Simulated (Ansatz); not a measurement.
Input, command and steps of an Ansatz relaxation.

```yaml
crystal:
  lattice:
    - [4.2654928833, 0.0, 0.0]
    - [0.0, 4.2654928833, 0.0]
    - [0.0, 0.0, 4.2654928833]
  atoms:
    - { symbol: Na, position: [0.0, 0.0, 0.0] }
    - { symbol: Hf, position: [0.0, 0.5, 0.5] }
    - { symbol: Hf, position: [0.5, 0.0, 0.5] }
    - { symbol: Hf, position: [0.5, 0.5, 0.0] }
basis:
  ecutwfc: 420
kpoints:
  mp_grid: { grid: [4, 4, 4] }
hamiltonian:
  xc: pbe
scf:
  occupations: { method: gaussian, width: 0.1 }
  lower_state_search: "off"
output:
  forces: true
  stress: true
  eigenvalues: true
relax:
  adjacent_minimum: "off"
  f_tol: 0.04
  max_steps: 70
  cell: { stress_tol: 0.4 }
```

```bash
ansatz run input.yaml --threads 1 --pin off --max-ram 2560MiB --backend cpu --events-out ev --progress --plain --runs-dir out
```

Method: DFT PBE, scalar-relativistic, plane waves, PAW (Ansatz 0.2.0).

Of 4 frames 4 are shown, positions in Å and forces in eV/Å; the SCF threshold varies from step to step. Steps run on the plane waves of an earlier cell, with a Pulay correction in the pressure. The basis is chosen afresh for the last frame, the zero of the energies, and at times for earlier ones too; energy and pressure step there, also at an unchanged geometry.

```xyz
4
Lattice="4.2655 0.0000 0.0000 0.0000 4.2655 0.0000 0.0000 0.0000 4.2655" Properties=species:S:1:pos:R:3:forces:R:3 pbc="T T T" step=1 free_energy_over_end_meV_per_atom=135.44 pressure_GPa=14.92
Na    0.0000    0.0000    0.0000    0.0000    0.0000    0.0000
Hf    0.0000    2.1327    2.1327    0.0000    0.0000    0.0000
Hf    2.1327    0.0000    2.1327    0.0000    0.0000    0.0000
Hf    2.1327    2.1327    0.0000    0.0000    0.0000    0.0000
4
Lattice="4.4734 0.0000 0.0000 0.0000 4.4734 0.0000 0.0000 0.0000 4.4734" Properties=species:S:1:pos:R:3:forces:R:3 pbc="T T T" step=2 free_energy_over_end_meV_per_atom=1.42 pressure_GPa=0.95
Na    0.0000    0.0000    0.0000    0.0000    0.0000    0.0000
Hf    0.0000    2.2367    2.2367    0.0000    0.0000    0.0000
Hf    2.2367    0.0000    2.2367    0.0000    0.0000    0.0000
Hf    2.2367    2.2367    0.0000    0.0000    0.0000    0.0000
4
Lattice="4.4892 0.0000 0.0000 0.0000 4.4892 0.0000 0.0000 0.0000 4.4892" Properties=species:S:1:pos:R:3:forces:R:3 pbc="T T T" step=3 free_energy_over_end_meV_per_atom=0.64 pressure_GPa=0.16
Na    0.0000    0.0000    0.0000    0.0000    0.0000    0.0000
Hf    0.0000    2.2446    2.2446    0.0000    0.0000    0.0000
Hf    2.2446    0.0000    2.2446    0.0000    0.0000    0.0000
Hf    2.2446    2.2446    0.0000    0.0000    0.0000    0.0000
4
Lattice="4.4892 0.0000 0.0000 0.0000 4.4892 0.0000 0.0000 0.0000 4.4892" Properties=species:S:1:pos:R:3:forces:R:3 pbc="T T T" step=4 free_energy_over_end_meV_per_atom=0.00 pressure_GPa=0.17
Na    0.0000    0.0000    0.0000    0.0000    0.0000    0.0000
Hf    0.0000    2.2446    2.2446    0.0000    0.0000    0.0000
Hf    2.2446    0.0000    2.2446    0.0000    0.0000    0.0000
Hf    2.2446    2.2446    0.0000    0.0000    0.0000    0.0000
```

The start puts this composition into another compound's structure type, which needn't suit it. At the end the space group is Pm-3m (tolerance 0.05 Å).

Time: 9.9 s on 1 thread of Arm Neoverse V2 (shared host), peak memory 0.36 GiB.

The k mesh is coarse. Spin–orbit coupling is left out, which can shift energies with elements as heavy as these.